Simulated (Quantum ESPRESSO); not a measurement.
# Ti4Re2HfZr: one run as intended and one with a planted mistake

A calculation, not a measurement. The program is pw.x of Quantum ESPRESSO 7.5 (plane-wave density functional theory). The cell is made up: eight metal atoms on a hexagonal close-packed lattice, with elements, volume, strain and displacements drawn at random and not relaxed, so it may be unstable or far from any real phase. PseudoDojo standard norm-conserving files set the functional (PBE unless stated); there is no spin polarisation or spin-orbit coupling, the Fermi-Dirac width of 0.25 eV means electrons at about 2900 K, and the masses in the input are unused placeholders. Heavy elements are run without spin-orbit coupling, which real alloys of them have. A spin test at this wide smearing found no moment, but such smearing suppresses magnetism that the real alloy may have.

Intended input:

```
&control calculation='scf', pseudo_dir='./dojo.nc.sr.pbe.v0_5.standard.upf', outdir='./o', disk_io='minimal', tprnfor=.true., tstress=.true. /
&system ibrav=0, nat=8, ntyp=4, nbnd=69, ecutwfc=84.00895049, nosym=.true., tot_charge=0,
 occupations='smearing', smearing='fd', degauss=0.0183746611
/
&electrons conv_thr=1.470e-08, electron_maxstep=70, mixing_beta=0.5 /
ATOMIC_SPECIES
Hf 1.0 Hf.upf
Re 1.0 Re.upf
Ti 1.0 Ti.upf
Zr 1.0 Zr.upf
CELL_PARAMETERS angstrom
2.8969 -0.0528 4.4879
2.8634 0.0248 -4.4666
-2.9044 5.0127 -0.0535
ATOMIC_POSITIONS angstrom
Ti 0.0657 0.0369 -0.031
Re -1.4793 2.4511 -0.2017
Hf 2.8004 1.848 -2.2439
Ti 1.3955 4.1468 -2.2889
Ti 2.7704 0.0224 -0.0492
Zr 1.2784 2.3736 0.0171
Ti 2.8762 1.6486 2.285
Re 1.3743 4.1132 2.2658
K_POINTS automatic
5 5 5 1 1 1
```

The log is shortened where brackets say so; the opening notice, blank lines, dates and the lines on written files are dropped, and the path of the files is cut. It prints rydbergs, bohrs and kilobars, and counts compression as positive stress. Its total energy is the free energy E - TS of the whole cell.

Log of the intended run:

```
     Program PWSCF v.7.5
     Parallel version (MPI & OpenMP), running on       4 processor cores
     Number of MPI processes:                 4
     Threads/MPI process:                     1
     [start-up lines left out]
     bravais-lattice index     =            0
     lattice parameter (alat)  =      10.0948  a.u.
     unit-cell volume          =     869.8848 (a.u.)^3
     number of atoms/cell      =            8
     number of atomic types    =            4
     number of electrons       =       102.00
     number of Kohn-Sham states=           69
     kinetic-energy cutoff     =      84.0090  Ry
     charge density cutoff     =     336.0358  Ry
     scf convergence threshold =      1.5E-08
     mixing beta               =       0.5000
     number of iterations used =            8  plain     mixing
     Exchange-correlation= PBE
                           (   1   4   3   4   0   0   0)
     [axes and pseudopotential details left out]
   Cartesian axes
     site n.     atom                  positions (alat units)
         1        Ti     tau(   1) = (   0.0122990   0.0069076  -0.0058032  )
         2        Re     tau(   2) = (  -0.2769231   0.4588429  -0.0377580  )
         3        Hf     tau(   3) = (   0.5242314   0.3459433  -0.4200553  )
         4        Ti     tau(   4) = (   0.2612359   0.7762758  -0.4284792  )
         5        Ti     tau(   5) = (   0.5186154   0.0041933  -0.0092102  )
         6        Zr     tau(   6) = (   0.2393149   0.4443350   0.0032011  )
         7        Ti     tau(   7) = (   0.5384211   0.3086159   0.4277492  )
         8        Re     tau(   8) = (   0.2572673   0.7699859   0.4241549  )
     number of k points=    63  Fermi-Dirac smearing, width (Ry)=  0.0184
                       cart. coord. in units 2pi/alat
        k(    1) = (   0.1865126   0.2146470   0.0011624), wk =   0.0320000
        k(    2) = (   0.1875448   0.4284000   0.0030109), wk =   0.0320000
     [further k points left out]
     Dense  grid:    90507 G-vectors     FFT dimensions: (  60,  60,  64)
     Estimated max dynamical RAM per process >     359.12 MB
     Estimated total dynamical RAM >       1.34 GB
     Initial potential from superposition of free atoms
     starting charge     101.9888, renormalised to     102.0000
     Starting wfcs are   80 randomized atomic wfcs
     total cpu time spent up to now is        6.1 secs
     per-process dynamical memory:   284.1 Mb
     Self-consistent Calculation
     iteration #  1     ecut=    84.01 Ry     beta= 0.50
     Davidson diagonalization with overlap
     ethr =  1.00E-02,  avg # of iterations =  2.6
     Threshold (ethr) on eigenvalues was too large:
     Diagonalizing with lowered threshold
     Davidson diagonalization with overlap
     ethr =  4.18E-04,  avg # of iterations =  3.9
     total cpu time spent up to now is       33.7 secs
     total energy              =   -1035.78290564 Ry
     estimated scf accuracy    <       0.48732724 Ry
     iteration #  2     ecut=    84.01 Ry     beta= 0.50
     Davidson diagonalization with overlap
     ethr =  4.78E-04,  avg # of iterations =  5.3
     total cpu time spent up to now is       50.6 secs
     total energy              =   -1035.51283385 Ry
     estimated scf accuracy    <       4.32842550 Ry
     [iterations 3 to 17 left out]
     iteration # 18     ecut=    84.01 Ry     beta= 0.50
     Davidson diagonalization with overlap
     ethr =  2.06E-10,  avg # of iterations =  4.7
     total cpu time spent up to now is      254.8 secs
     total energy              =   -1035.97889693 Ry
     estimated scf accuracy    <       0.00000006 Ry
     iteration # 19     ecut=    84.01 Ry     beta= 0.50
     Davidson diagonalization with overlap
     ethr =  6.35E-11,  avg # of iterations =  3.5
     total cpu time spent up to now is      266.9 secs
     End of self-consistent calculation
     [lines on levels left out]
!    total energy              =   -1035.97889693 Ry
     estimated scf accuracy    <          7.0E-09 Ry
     smearing contrib. (-TS)   =      -0.15850979 Ry
     internal energy E=F+TS    =   -1035.82038714 Ry
     The total energy is F=E-TS. E is the sum of the following terms:
     one-electron contribution =    -223.90534272 Ry
     hartree contribution      =     162.71205482 Ry
     xc contribution           =    -188.54262856 Ry
     ewald contribution        =    -786.08447067 Ry
     convergence has been achieved in  19 iterations
     Forces acting on atoms (cartesian axes, Ry/au):
     atom    1 type  3   force =    -0.06131108   -0.07601963    0.01137627
     atom    2 type  2   force =    -0.00726549    0.00570510    0.05279126
     atom    3 type  1   force =    -0.02814949   -0.06860581   -0.02324448
     atom    4 type  3   force =    -0.02190522    0.02965482   -0.03310194
     atom    5 type  3   force =     0.05381101   -0.04096667    0.02899327
     atom    6 type  4   force =     0.04428016    0.10894238    0.01976401
     atom    7 type  3   force =    -0.00381187   -0.01150598   -0.05755619
     atom    8 type  2   force =     0.02435198    0.05279580    0.00097780
     Total force =     0.217967     Total SCF correction =     0.000148
     Computing stress (Cartesian axis) and pressure
          total   stress  (Ry/bohr**3)                   (kbar)     P=      210.64
   0.00137078  -0.00000216  -0.00005827          201.65       -0.32       -8.57
  -0.00000216   0.00115132  -0.00010811           -0.32      169.37      -15.90
  -0.00005827  -0.00010811   0.00177364           -8.57      -15.90      260.91
     init_run     :      5.84s CPU      6.07s WALL (       1 calls)
     electrons    :    259.45s CPU    260.78s WALL (       1 calls)
     forces       :      2.21s CPU      2.23s WALL (       1 calls)
     stress       :      7.72s CPU      7.89s WALL (       1 calls)
     [timing details left out]
     PWSCF        :   4m35.30s CPU   4m37.06s WALL
     JOB DONE.
```

A second run has one planted mistake: one atom is of a wrong element. The input lines that differ:

```
- &system ibrav=0, nat=8, ntyp=4, nbnd=69, ecutwfc=84.00895049, nosym=.true., tot_charge=0,
+ &system ibrav=0, nat=8, ntyp=5, nbnd=72, ecutwfc=84.00895049, nosym=.true., tot_charge=0,
+ Ir 1.0 Ir.upf
- Ti 0.0657 0.0369 -0.031
+ Ir 0.0657 0.0369 -0.031
```

Its log:

```
     Program PWSCF v.7.5
     Parallel version (MPI & OpenMP), running on       4 processor cores
     Number of MPI processes:                 4
     Threads/MPI process:                     1
     [start-up lines left out]
     bravais-lattice index     =            0
     lattice parameter (alat)  =      10.0948  a.u.
     unit-cell volume          =     869.8848 (a.u.)^3
     number of atoms/cell      =            8
     number of atomic types    =            5
     number of electrons       =       107.00
     number of Kohn-Sham states=           72
     kinetic-energy cutoff     =      84.0090  Ry
     charge density cutoff     =     336.0358  Ry
     scf convergence threshold =      1.5E-08
     mixing beta               =       0.5000
     number of iterations used =            8  plain     mixing
     Exchange-correlation= PBE
                           (   1   4   3   4   0   0   0)
     [axes and pseudopotential details left out]
   Cartesian axes
     site n.     atom                  positions (alat units)
         1        Ir     tau(   1) = (   0.0122990   0.0069076  -0.0058032  )
         2        Re     tau(   2) = (  -0.2769231   0.4588429  -0.0377580  )
         3        Hf     tau(   3) = (   0.5242314   0.3459433  -0.4200553  )
         4        Ti     tau(   4) = (   0.2612359   0.7762758  -0.4284792  )
         5        Ti     tau(   5) = (   0.5186154   0.0041933  -0.0092102  )
         6        Zr     tau(   6) = (   0.2393149   0.4443350   0.0032011  )
         7        Ti     tau(   7) = (   0.5384211   0.3086159   0.4277492  )
         8        Re     tau(   8) = (   0.2572673   0.7699859   0.4241549  )
     number of k points=    63  Fermi-Dirac smearing, width (Ry)=  0.0184
                       cart. coord. in units 2pi/alat
        k(    1) = (   0.1865126   0.2146470   0.0011624), wk =   0.0320000
        k(    2) = (   0.1875448   0.4284000   0.0030109), wk =   0.0320000
     [further k points left out]
     Dense  grid:    90507 G-vectors     FFT dimensions: (  60,  60,  64)
     Estimated max dynamical RAM per process >     378.81 MB
     Estimated total dynamical RAM >       1.41 GB
     Initial potential from superposition of free atoms
     starting charge     106.9902, renormalised to     107.0000
     Starting wfcs are   80 randomized atomic wfcs
     total cpu time spent up to now is        6.2 secs
     per-process dynamical memory:   297.8 Mb
     Self-consistent Calculation
     iteration #  1     ecut=    84.01 Ry     beta= 0.50
     Davidson diagonalization with overlap
     ethr =  1.00E-02,  avg # of iterations =  2.5
     Threshold (ethr) on eigenvalues was too large:
     Diagonalizing with lowered threshold
     Davidson diagonalization with overlap
     ethr =  4.59E-04,  avg # of iterations =  3.8
     total cpu time spent up to now is       34.8 secs
     total energy              =   -1147.45998791 Ry
     estimated scf accuracy    <       0.54451764 Ry
     iteration #  2     ecut=    84.01 Ry     beta= 0.50
     Davidson diagonalization with overlap
     ethr =  5.09E-04,  avg # of iterations =  6.0
     total cpu time spent up to now is       52.4 secs
     total energy              =   -1147.07319307 Ry
     estimated scf accuracy    <       6.30545890 Ry
     [iterations 3 to 16 left out]
     iteration # 17     ecut=    84.01 Ry     beta= 0.50
     Davidson diagonalization with overlap
     ethr =  8.21E-10,  avg # of iterations =  2.0
     total cpu time spent up to now is      249.9 secs
     total energy              =   -1147.69348066 Ry
     estimated scf accuracy    <       0.00000033 Ry
     iteration # 18     ecut=    84.01 Ry     beta= 0.50
     Davidson diagonalization with overlap
     ethr =  3.10E-10,  avg # of iterations =  2.0
     total cpu time spent up to now is      261.6 secs
     End of self-consistent calculation
     [lines on levels left out]
!    total energy              =   -1147.69348068 Ry
     estimated scf accuracy    <       0.00000001 Ry
     smearing contrib. (-TS)   =      -0.14652929 Ry
     internal energy E=F+TS    =   -1147.54695140 Ry
     The total energy is F=E-TS. E is the sum of the following terms:
     one-electron contribution =    -240.89335473 Ry
     hartree contribution      =     176.60916229 Ry
     xc contribution           =    -214.63665341 Ry
     ewald contribution        =    -868.62610555 Ry
     convergence has been achieved in  18 iterations
     Forces acting on atoms (cartesian axes, Ry/au):
     atom    1 type  2   force =    -0.05364805   -0.06550784    0.01654174
     atom    2 type  3   force =    -0.03295684    0.01202124    0.04320658
     atom    3 type  1   force =    -0.01817722   -0.07328364   -0.04457587
     atom    4 type  4   force =    -0.02499842    0.04215488   -0.03715735
     atom    5 type  4   force =     0.05094342   -0.02951464    0.03289747
     atom    6 type  5   force =     0.05149530    0.08927843    0.02015377
     atom    7 type  4   force =    -0.00022681   -0.02148536   -0.02597558
     atom    8 type  3   force =     0.02756862    0.04633694   -0.00509076
     Total force =     0.204102     Total SCF correction =     0.000162
     Computing stress (Cartesian axis) and pressure
          total   stress  (Ry/bohr**3)                   (kbar)     P=      163.39
   0.00097405  -0.00013274  -0.00023083          143.29      -19.53      -33.96
  -0.00013274   0.00087746  -0.00001188          -19.53      129.08       -1.75
  -0.00023083  -0.00001188   0.00148068          -33.96       -1.75      217.82
     init_run     :      5.90s CPU      6.15s WALL (       1 calls)
     electrons    :    248.90s CPU    255.39s WALL (       1 calls)
     forces       :      2.41s CPU      2.44s WALL (       1 calls)
     stress       :      8.10s CPU      8.33s WALL (       1 calls)
     [timing details left out]
     PWSCF        :   4m25.45s CPU   4m32.47s WALL
     JOB DONE.
```

```
                                            intended run  run with the mistake
                          free energy (eV)    -14095.211            -15615.165
         entropy term -TS, part of it (eV)        -2.157                -1.994
                            pressure (GPa)         21.06                 16.34
size of the largest force component (eV/Å)         2.801                 2.295
largest change of a force component (eV/Å)                               0.812
                                iterations            19                    18
```

For scale, a rerun of the intended cell at a higher cutoff and on a denser mesh moved values by no more than 0.004 eV in energy, 0.03 GPa in stress and 0.005 eV/Å in force, and a second program with other atomic files agreed on that cell to 2 % rms in force and 0.5 GPa in pressure. Files of another functional or element have another zero of energy, so the energy change says nothing on stability. The number of bands, nbnd, was set by rule from the electron count, so it follows the mistake.